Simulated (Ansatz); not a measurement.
Values for one crystal, relaxed and computed with r²SCAN in the plane-wave PAW code Ansatz; other levels are named.

```yaml
volume_per_atom: 16.31 Å³
electronic_character: metallic (no gap)
Density of states at the Fermi level: 0.88 states/eV per atom (mean over ±0.08 eV)
Bulk modulus (Birch–Murnaghan fit): 285 GPa
Gap with spin–orbit coupling: none (metallic)
Pressure derivative B′: 4.0
```

**Question.** Which compound is it?
A) Be, hcp (Mg type)
B) W, hcp (Mg type)
C) Re, hcp (Mg type)
D) Hf, hcp (Mg type)

**Answer.** B, W, hcp (Mg type)

Space group P6_3/mmc (hcp (Mg type)). The start of the workflow was typed in or built on a structure type; the Crystallography Open Database copy checked does not list it. It is not the phase usual at ambient conditions (space group No. 229). The cell was relaxed with r²SCAN under the symmetry of its start; its stability against distortions is not shown here. No spin polarisation was allowed. On the denser mesh and wider smearing of the elastic run this cell carries a stress of 0.4 GPa. Scalar-relativistic: spin–orbit coupling is off unless named, which matters more the heavier the elements.

Potentials: the earlier of the program's two PAW sets.
